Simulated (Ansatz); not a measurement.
An Ansatz (a first-principles code) run. Input:

Ansatz 0.2 input:
```yaml
crystal:
  lattice:
    - [-1.5382393877, 1.5382393877, 7.1406365795]
    - [1.5382393877, -1.5382393877, 7.1406365795]
    - [1.5382393877, 1.5382393877, -7.1406365795]
  atoms:
    - { symbol: Al, position: [0.0, 0.0, 0.0] }
    - { symbol: Al, position: [0.8060968151, 0.8060968151, 0.0] }
    - { symbol: Al, position: [0.1939031849, 0.1939031849, 0.0] }
    - { symbol: Ru, position: [0.6058095336, 0.6058095336, 0.0] }
    - { symbol: Ru, position: [0.3941904664, 0.3941904664, 0.0] }
kpoints:
  mp_grid: { grid: [19, 19, 19] }
hamiltonian:
  xc: r2scan
  pseudopotentials: { kind: paw }
scf:
  occupations: { method: gaussian, width: 0.1 }
checkpoint: { read: metal.run }
output: { write_density: true, elf: true, volumetric_format: npy }
basis: { fft_grid_basis: typed }
```

Output (shortened):

```
Pseudopotential: Al, paw, valence charge 3
Pseudopotential: Ru, paw, valence charge 16
Functional definition: r2SCAN
Crystal: 5 atoms, lattice volume = 67.584 Å³
Basis set: ecut = 500 eV, 1735 PW (Γ), exchange–correlation on 240×240×240 points (64 copies of the dense FFT grid, shifted against one another)
Bands: 31, of which v1, the nominal top of the filled ones, is band 21 counted from 1 (20 counted from 0)
Symmetry: 16 space group operations
Space group: I4/mmm (ITA 139), of the structure as read, at distance tolerance 4.1e-5 Å
k-points: 550 of 6859
Stability of the state it starts from, as read at its close in the unpolarized treatment …
iter 1 solved again at ethr=9.19e-7 eV; its pass at ethr=3.10e-3 eV (dr2=3.77e-4 eV) is discarded
SCF iter   1: F=—  HF=-13406.486545 eV  |F-HF|=—  |Δ(HF+E_count)|=         —  Δρ=8.13e-7  dr2=5.45e-10  dr2_τ=5.92e-11  ethr=9.19e-7  ⟨swp⟩=2.1  Hψ=114206  notcnv=0
preconditioner: auto → Kerker (q_TF=auto, 2.510 Å⁻¹)
SCF iter   2: F=—  HF=-13406.486649 eV  |F-HF|=—  |Δ(HF+E_count)|=   1.04e-4  Δρ=5.52e-7  dr2=2.58e-10  dr2_τ=8.04e-11  ethr=1.33e-12  ⟨swp⟩=7.8  Hψ=80304  notcnv=0
SCF iter   3: F=-13406.486649 eV  HF=-13406.486649 eV  |F-HF|=3.64e-11  |Δ(HF+E_count)|=  2.55e-11  Δρ=2.79e-7  dr2=5.85e-11  dr2_τ=5.49e-12  ethr=1.00e-12  ⟨swp⟩=1.0  Hψ=36375  notcnv=0
SCF 1 converged in 3 iterations: F = -13406.486649 eV  dr2 = 5.85e-11
SCF converged after 3 iterations
Free energy (F): -13406.486649 eV
Harris-Foulkes:  -13406.486649 eV  (|F-HF|=3.64e-11)
Internal energy: -13406.482076 eV  (E = F + TS)
E sigma→0 (E₀):  -13406.484362 eV
Entropy (-TS):   -0.004572 eV (-0.914 meV/atom)
Fermi energy:    14.670044 eV
--- Per-component energies (eV) ---
  E_band       = -298.068407
  E_kinetic    = 1112.283385
  E_local      = -4082.528740  (includes V_loc(G=0)·N_el)
  E_nonlocal   = 716.702385
  E_hartree    = 1509.735550
  E_xc         = -484.110078
  E_vxc        = -636.177446  (∫ρ·V_xc dr)
  E_paw        = -8379.595097  (= ΣΔE_a)
  E_vpaw       = -470.353077  (= ΣTr[D̂ρ^β])
  E_aug_tail   = 0.000176  (compensation charges beyond the density's cutoff)
  E_vtau       = 42.534235  (kinetic-family band-sum trace: ∫τ·v_τ [+ j·A + Jᵃ·Aᵃ] dr)
  E_ewald      = -3798.167423
  E_core_change = -0.802235  (= ΣΔE_core)
  E_smearing   = -0.004572  (= −TS)
  E_closure    =  0.000000  (closes the sum)
  Σ components = -13406.486649   (vs F -13406.486649, Δ=0.00e0)
  [band-id]    e_kinetic+e_local+e_nonlocal+2·e_hartree+e_vxc+e_vpaw+e_augmentation_tail+e_vtau = -298.067981   (vs E_band -298.068407, Δ=4.25e-4)
--- Band table (eV; the first three rows and the last of 550) ---
  k-point 0: bands = ["-59.3432", "-59.3356", "-28.6383", "-28.5649", "-28.5649", "-28.5561", "-28.5561", "-28.5354", "3.7680", "6.8838", "7.1208", "10.8341", "11.1381", "11.4217", "13.1241", "13.1854", "13.1854", "13.7254", "13.7254", "14.3529", "14.4944", …
  k-point 1: bands = ["-59.3425", "-59.3349", "-28.6372", "-28.5694", "-28.5690", "-28.5605", "-28.5601", "-28.5345", "3.8677", "6.9452", "7.2303", "10.8726", "11.1725", "11.4455", "13.0842", "13.0935", "13.2200", "13.6434", "13.6952", "14.2189", "14.3784", …
  k-point 2: bands = ["-59.3406", "-59.3331", "-28.6339", "-28.5824", "-28.5809", "-28.5730", "-28.5719", "-28.5319", "4.1631", "7.1251", "7.5498", "10.9842", "11.2730", "11.5024", "12.8438", "12.9783", "13.3171", "13.4339", "13.6002", "13.8406", "14.0565", …
  k-point 549: bands = ["-59.3428", "-59.3353", "-28.6357", "-28.5697", "-28.5645", "-28.5607", "-28.5556", "-28.5369", "4.2995", "5.1898", "9.1368", "10.4603", "11.0453", "11.5714", "12.4935", "12.9697", "13.1163", "14.0177", "14.0777", "14.2991", "14.4197", …
```

Cost: about 60 core-seconds (a rough figure) on shared cores.

The workflow started from a Materials Project entry (that database holds measured and hypothetical structures alike); the Crystallography Open Database copy checked does not list it. Its standing as an ambient phase is unchecked. The r²SCAN relaxation kept the symmetry of its start; whether a distortion lowers the energy is not shown. The run is not spin-polarised. Spin–orbit coupling is left out wherever it is not named.

Potentials: the later of the program's two PAW sets.

Ansatz is a plane-wave DFT program.
